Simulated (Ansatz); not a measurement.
KF:
```xyz
2
Lattice="0.0000 2.5811 2.5811 2.5811 0.0000 2.5811 2.5811 2.5811 0.0000" Properties=species:S:1:pos:R:3 pbc="T T T"
K      0.0000     0.0000     0.0000
F      2.5811     2.5811     2.5811
```

Relaxed with LDA.

Question: Give the optical modes at the zone centre with their infrared and Raman activity from DFPT, LDA (plane waves, PAW; program Ansatz).

Answer: Transverse frequencies, without the LO–TO term; a row sums one degenerate level.

```
ω (cm⁻¹)  degeneracy  IR ((D/Å)²/amu)  Raman (Å⁴/amu)  activity  symmetry
--------  ----------  ---------------  --------------  --------  --------
211                3             7.16               0        IR       T1u
```

Question: How high does the top mode go among those that the LO–TO term moves?

Answer: 339 cm⁻¹ for q along x.

Space group Fm-3m (rock salt). Symmetry was held in the LDA relaxation; phonons on a q-mesh show no instability.

Potentials: the later of the program's two PAW sets.
